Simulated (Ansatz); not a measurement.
SrO:
Space group Fm-3m (No. 225); a = b = c = 5.195 Å, α = β = γ = 90.00°

| atom | site | symmetry | x | y | z |
|---|---|---|---|---|---|
| Sr | 4a | m-3m | 0.0000 | 0.0000 | 0.0000 |
| O | 4b | m-3m | 0.5000 | 0.5000 | 0.5000 |
(The calculation used a cell of 2 atoms; values per cell refer to that cell.)

Relaxed with PBE. 

Problem. HSE06 on this cell (Ansatz, a program for electronic structure, PAW) gives a gap of 4.80 eV. What does PBE give?

Solution. 3.33 eV.

Cost on shared cores: the PBE run (SCF on a 9×9×9 mesh, then bands and DOS) very roughly 11 core-seconds, the HSE06 run (SCF on 7×7×7, then a few points) very roughly 90 core-seconds; the tasks are unlike.

The PBE relaxation kept the symmetry of its start; phonons on a q-mesh show no instability. Scalar-relativistic: spin–orbit coupling is off unless named, which matters more the heavier the elements.

Potentials: the later of the program's two PAW sets.

Ansatz is a plane-wave DFT program.
